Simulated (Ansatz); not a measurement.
SnO₂:
```
CELL_PARAMETERS angstrom
      4.75989     0.00000     0.00000
      0.00000     4.75989     0.00000
      0.00000     0.00000     3.20084
ATOMIC_POSITIONS crystal
  Sn 0.00000 0.00000 0.00000
  Sn 0.50000 0.50000 0.50000
  O  0.30591 0.30591 0.00000
  O  0.80591 0.19409 0.50000
  O  0.19409 0.80591 0.50000
  O  0.69409 0.69409 0.00000
```

Relaxed with r²SCAN.

### Question
Give the Bader charges and basin volumes of the independent atoms, r²SCAN (plane waves, PAW; program Ansatz).

### Answer


```
atom  Bader charge (e)  Bader volume (Å³)
----  ----------------  -----------------
Sn1              +2.62                9.9
O3               -1.31               13.2
```

Space group P4_2/mnm (rutile). The cell was relaxed with r²SCAN under the symmetry of its start. Spin–orbit coupling is left out wherever it is not named.

Potentials: the later of the program's two PAW sets.
